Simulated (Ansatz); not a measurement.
Values for one crystal, relaxed and computed with PBEsol in the plane-wave PAW code Ansatz; other levels are named.

| Item | Result |
|---|---|
| Volume per atom | 18.13 Å³ |
| Electronic character | metallic (no gap) |
| Gap with spin–orbit coupling | none (metallic) |
| Density of states at the Fermi level | 1.5 states/eV per atom (mean over ±0.08 eV) |
| Elastic constants (relaxed ions, GPa) | C11 = -22.8, C12 = 273, C44 = -64.6 |
| Bulk modulus (Birch–Murnaghan fit) | 174 GPa |
| Mechanical stability | unstable (C has a negative eigenvalue) |

Problem. Pick the material that matches.
(A) Nb, fcc (Cu type)
(B) Ir, fcc (Cu type)
(C) Cu, fcc (Cu type)
(D) Ni, fcc (Cu type)

Solution. A, Nb, fcc (Cu type)

Space group Fm-3m (fcc (Cu type)). The workflow started from an entry of the Crystallography Open Database (COD), which files this formula under 2 space groups. It is not the phase usual at ambient conditions (space group No. 229). The PBEsol relaxation kept the symmetry of its start. No spin polarisation was allowed. As this level gives no gap, shear constants depend on the k-mesh and smearing (Fermi–Dirac, 0.1 eV here). Scalar-relativistic: spin–orbit coupling is off unless named, which matters more the heavier the elements.

Potentials: the earlier of the program's two PAW sets. The files were generated under PBE; for other functionals the program regenerates the frozen cores, and for LDA and PBEsol the local potential too.
